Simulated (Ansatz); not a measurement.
S (simple cubic, Pm-3m) under volume change, r²SCAN in the plane-wave PAW code Ansatz, scaled uniformly.

```csv
V (Å³/atom),E − E(relaxed) (meV/atom),P (GPa)
15.452,46.2,10.37
15.962,(withheld),(withheld)
16.471,(withheld),(withheld)
16.981,0.0,0.00
17.490,4.2,-2.55
17.999,15.8,-4.71
18.509,33.9,-6.58
```

### Question
Fill in the missing entries.

### Answer

- 15.962, E − E(relaxed) (meV/atom): 19.7
- 15.962, P (GPa): 6.44
- 16.471, E − E(relaxed) (meV/atom): 4.7
- 16.471, P (GPa): 3.04

### Question
What does a third-order Birch–Murnaghan fit give for V₀, B₀ and B′?

### Answer
V₀ = 16.99 Å³/atom, B₀ = 91.2 GPa, B′ = 3.9.

A made-up cell: these elements were put on the sites of a structure type; neither database checked (COD, Materials Project) lists it. It is not the phase usual at ambient conditions (space group No. 70). Symmetry was held in the r²SCAN relaxation; its stability against distortions is not shown here.

Potentials: the later of the program's two PAW sets.
